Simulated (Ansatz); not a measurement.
## Ta$_{2}$O$_{5}$: pressure against volume

Ta$_{2}$O$_{5}$, Pmmm, a = 3.666 Å, b = 3.857 Å, c = 6.457 Å. The structure is a COD entry; whether it is the stable form wasn't checked. Ansatz: r2SCAN, PAW, 500 eV, Γ-centred 8×8×4 mesh on 7 atoms, Gaussian smearing 0.02 eV; no spin polarisation. Shape and atoms are relaxed at each volume; pressure is positive in compression.

```
V (Å³/atom) P (GPa)
     11.478        ?
     11.869    24.96
     12.260    15.22
     12.652     6.97
     13.043    -0.01
     13.434    -5.90
     13.825   -10.86
     14.347   -16.22
```

Task: Take V0 = 13.043 Å³/atom, count pressures from its P0 = -0.01 GPa, fit the third-order Birch–Murnaghan form to the other rows, and predict the missing pressure.

Result: With the Eulerian strain f = ½[(V0/V)^(2/3) − 1] and y = (P − P0)/[3f(1 + 2f)^(5/2)], the form is the line y = B0 + 1.5 B0 (B0′ − 4) f. Rows (f, y): 0.03245, 219.2; 0.02107, 217.3; 0.01025, 215.8; -0.00975, 211.5; -0.01904, 209.3; -0.03078, 205.8. Means f = 0.0007000, y = 213.15; Σ(Δf)² = 0.003004, ΣΔfΔy = 0.6265; the slope is their ratio. y = 213.0 + 208.6 f GPa, so B0 = 213.0 GPa and B0′ = 4 + 2 × (208.6)/(3 × 213.0) = 4.65. At V = 11.478, f = 0.04447, y = 222.28 and P = 36.68 GPa. The run gave 36.47 GPa, so the fit is 0.21 GPa too high, a small miss on the scale of the series.

Spin–orbit coupling is left out, which can shift energies with elements as heavy as these.